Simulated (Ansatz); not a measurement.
The end of the path is a generated cell of NaPbBr3: the first start was made by placing the elements on the sites of a structure type, and the end was not matched to a known phase here, so it may be hypothetical.

A geometry of NaPbBr$_{3}$ away from equilibrium: step 4 of the relaxation of a generated trial cell of NaPbBr3 in the GdFeO3 structure type. All values below come from r2SCAN (plane waves to 500 eV, PAW, scalar-relativistic; Ansatz, a first-principles code). Γ-centred k-mesh 3×2×3 on the run's cell (coarser than for final values), Fermi–Dirac smearing 0.05 eV.

```
NaPbBr3
1.0
    8.00591     0.00000     0.00000
    0.00000    11.28251     0.00000
    0.00000     0.00000     7.87622
Na Pb Br
4 4 12
Direct
  0.46166   0.25000   0.99568
  0.96166   0.25000   0.50432
  0.53834   0.75000   0.00432
  0.03834   0.75000   0.49568
  0.00000   0.00000   0.00000
  0.50000   0.50000   0.50000
  0.00000   0.50000   0.00000
  0.50000   0.00000   0.50000
  0.05565   0.25000   0.12776
  0.55565   0.25000   0.37224
  0.94435   0.75000   0.87224
  0.44435   0.75000   0.62776
  0.32093   0.56589   0.17690
  0.82093   0.93411   0.32310
  0.67907   0.06589   0.82310
  0.17907   0.43411   0.67690
  0.67907   0.43411   0.82310
  0.17907   0.06589   0.67690
  0.32093   0.93411   0.17690
  0.82093   0.56589   0.32310
```

Question: Which atoms carry the largest force, and which way does it point?

Answer: 0.21 eV/Å, on Br9, Br10, Br11, Br12 (atoms numbered as listed); on Br9 its components are (0.14, 0.00, 0.15).

Question: What is the pressure?

Answer: -0.6 GPa, compression positive.

No spin polarisation in the result.

The run could not lose the symmetry of its start: the end is stationary, and may be a saddle point rather than a minimum.
